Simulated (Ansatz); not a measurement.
The calculation used DFT PBE, scalar-relativistic, plane waves, PAW in Ansatz 0.2.0. All cells share a 420 eV cutoff and Γ-centred k meshes spaced at most about 0.3 Å⁻¹ (2π included). No spin polarisation in the final relaxations.

Temperature and zero-point effects are left out.

Compare these two cells of ZrTl₂F₆, each relaxed at this level.

1. Space group P-1 (No. 2), triclinic, a = 6.652 Å, b = 6.795 Å, c = 6.925 Å, α = 98.7°, β = 113.8°, γ = 113.3°. Zr has 6 F at 2.03 Å; Tl has 6 F at 2.76–2.97 Å; F on its first site has 1 Zr at 2.03 Å, 4 F at 2.82–2.93 Å and 2 Tl at 2.86–2.88 Å; F on its second site has 1 Zr at 2.03 Å, 1 Tl at 2.78 Å, 4 F at 2.82–2.92 Å and 1 Tl at 2.97 Å; around F on its third site lie 1 Zr at 2.03 Å, 1 Tl at 2.76 Å, 4 F at 2.82–2.93 Å and 1 Tl at 2.97 Å.

2. Space group Fm-3m (No. 225), cubic, a = 9.056 Å. Around Zr lie 6 F at 2.02 Å; Tl is surrounded by 12 F at 3.21 Å (long against covalent radii, as for large ions); F has 1 Zr at 2.02 Å, 4 F at 2.86 Å and 4 Tl at 3.21 Å.

Question: Which form is favoured at zero pressure, and by what margin per atom?

Answer: Cell 1 is lower, by 45 meV/atom. Cell 1 has space group P-1 (No. 2), 27.2 Å³/atom and a gap of 4.87 eV on its mesh; cell 2 has space group Fm-3m (No. 225), 20.6 Å³/atom and a gap of 4.99 eV. Counting F atoms around Tl and Zr (those within 1.25 times the shortest such distance or 1.15 times the sum of covalent radii, 1.27 where that leaves under three; the shortest distance is added where it exceeds 1.18 times the sum of covalent radii), cell 1 has Zr 6, Tl 6 from 2.8 Å and cell 2 has Zr 6, Tl 12 from 3.2 Å. The lower one is the more open, so pressure narrows the difference. Both come from invented guesses.

Spin–orbit coupling, which can matter for Tl, is left out. Kohn–Sham gaps at this level usually fall short of measured ones. The missing spin–orbit coupling can work the other way here. Cells relaxed within their symmetry can be saddle points. The P-1 cell of ZrTl2F6 came from shaking the Fm-3m one.
